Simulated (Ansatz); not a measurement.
ZrGeS:
```cif
data_Ge2S2Zr2
_chemical_formula_sum 'Zr2 Ge2 S2'
_space_group_name_H-M_alt 'P4/nmm :1'
_space_group_IT_number 129
_space_group_name_Hall 'P 4ab 2ab -1ab'
_cell_length_a 3.57593
_cell_length_b 3.57593
_cell_length_c 7.92990
_cell_angle_alpha 90.000
_cell_angle_beta 90.000
_cell_angle_gamma 90.000
loop_
_space_group_symop_operation_xyz
  'x, y, z'
  '-y+1/2, x+1/2, z'
  '-x, -y, z'
  'y+1/2, -x+1/2, z'
  'x+1/2, -y+1/2, -z'
  '-y, -x, -z'
  '-x+1/2, y+1/2, -z'
  'y, x, -z'
  '-x+1/2, -y+1/2, -z'
  'y, -x, -z'
  'x+1/2, y+1/2, -z'
  '-y, x, -z'
  '-x, y, z'
  'y+1/2, x+1/2, z'
  'x, -y, z'
  '-y+1/2, -x+1/2, z'
loop_
_atom_site_label
_atom_site_type_symbol
_atom_site_symmetry_multiplicity
_atom_site_Wyckoff_symbol
_atom_site_fract_x
_atom_site_fract_y
_atom_site_fract_z
_atom_site_occupancy
Zr1 Zr 2 c 0.50000 0.00000 0.27640 1
Ge1 Ge 2 a 0.00000 0.00000 0.00000 1
S1 S 2 c 0.00000 0.50000 0.37984 1
```

This is the LDA-relaxed structure.

### Question
All from LDA (plane waves, PAW; program Ansatz), unless another level is named. Estimate the electronic character.

### Answer
metallic (no gap).

### Question
Predict the formation energy from the elements (no fitted shifts).

### Answer
-1.32 eV/atom.

### Question
Predict the density of states at the Fermi level.

### Answer
0.11 states/eV per atom (mean over ±0.08 eV).

The workflow started from a Materials Project entry (that database holds measured and hypothetical structures alike); the Crystallography Open Database files this formula in space group No. 129, but the cells were not matched. Whether it is the stable phase at ambient conditions was not checked. Symmetry was held in the LDA relaxation; whether a distortion lowers the energy is not shown. No spin polarisation was allowed. The references are the lowest solids computed at this level, not always the standard phases. Scalar-relativistic: spin–orbit coupling is off unless named, which matters more the heavier the elements.

Potentials: the later of the program's two PAW sets.
